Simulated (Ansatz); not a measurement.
The relaxed structure here is a generated cell of Fe: the first start was made by placing the elements on the sites of a structure type, and the end was not matched to a known phase here, so it may be hypothetical. Known forms of Fe include space group No. 229.

The end point of a relaxation of Fe. Space group Fddd (No. 70), AFLOW prototype A_oF8_70_a. The numbers are results of PBE (plane waves to 420 eV, PAW, scalar-relativistic; Ansatz, an electronic-structure program), not measurements.

```cif
data_Fe8
_chemical_formula_sum 'Fe8'
_space_group_name_H-M_alt 'Fddd :1'
_space_group_IT_number 70
_space_group_name_Hall 'F 2 2 -1d'
_cell_length_a 2.44339
_cell_length_b 4.57416
_cell_length_c 8.51284
_cell_angle_alpha 90.000
_cell_angle_beta 90.000
_cell_angle_gamma 90.000
loop_
_atom_site_label
_atom_site_type_symbol
_atom_site_symmetry_multiplicity
_atom_site_Wyckoff_symbol
_atom_site_fract_x
_atom_site_fract_y
_atom_site_fract_z
_atom_site_occupancy
Fe1 Fe 8 a 0.00000 0.00000 0.00000 1
```
(The calculation used a cell of 2 atoms; values per cell refer to that cell.)

Volume per atom: 11.89 Å³
Density: 7.80 g/cm³
Band gap: no gap (metallic)
Magnetic moment: net 2.48 μB/atom, ferromagnetic
Shortest distances: Fe–Fe 2.44 Å
k-mesh: 19×19×19

Spin state reached: ferromagnetic (net 2.48 μB/atom), from parallel starting moments; other spin orders were not run from this start.

The run could not lose the symmetry of its start: the end is stationary, and may be a saddle point rather than a minimum.

All atoms sit on sites fixed by symmetry, so only the cell could relax.
